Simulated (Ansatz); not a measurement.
This cell of Ru (hcp, Mg type) is off equilibrium:

```
Ru
1.0
    5.40913     0.00000     0.00000
   -1.35228     2.34222     0.00000
    0.00000     0.00000     4.26009
Ru
4
Direct
  0.16667   0.66667   0.75782
  0.66667   0.66667   0.74218
  0.33333   0.33333   0.25782
  0.83333   0.33333   0.24218
```

Method: r2SCAN (plane waves to 500 eV, PAW, scalar-relativistic; Ansatz, a quantum-chemistry and plane-wave program). k mesh 10×20×11 (Γ-centred), Fermi-Dirac smearing 0.05 eV. Stress and pressure are positive under compression. With partly filled bands, energies and forces of such displacements shift with the k mesh and the smearing. Ru is run without spin polarisation. Ru was relaxed with its symmetry unable to fall.

**Question.** Predict the force on every atom, in eV/Å.

**Answer.** 
```tsv
atom	Fx	Fy	Fz
Ru1	0.035	0.020	-0.382
Ru2	0.035	0.020	0.382
Ru3	-0.035	-0.020	-0.382
Ru4	-0.035	-0.020	0.382
```

**Question.** Give the stress tensor in GPa and the pressure.

**Answer.** 
```
    0.1      0.1      0.0
    0.1      0.1      0.0
    0.0      0.0      0.6
```
The pressure, a third of the trace, is 0.2 GPa.

(A displaced cell: forces are minus the slopes of the energy, force constants its curvatures, and phonons follow from these.)
